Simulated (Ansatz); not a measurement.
Au (fcc (Cu type)), relaxed with r²SCAN (Ansatz, an electronic-structure program, plane waves, PAW): a = 4.124 Å, b = 4.124 Å, c = 4.124 Å, α = 90.00°, β = 90.00°, γ = 90.00°.

| Quantity | Result |
|---|---|
| B₀ by P(V) fit (GPa) | 153 |

### Question
The same phase is relaxed and computed with PBE in the same code. What are the cell and these values now?

### Answer
a = b = c = 4.1574 Å, α = β = γ = 90.00°.

B₀ by P(V) fit (GPa): 139

All cells were relaxed under the symmetry of their starts (and spin orders); stability against distortions was not tested throughout. Scalar-relativistic: spin–orbit coupling is off unless named, which matters more the heavier the elements.

Potentials: the earlier of the program's two PAW sets.

Ansatz is a plane-wave DFT program.
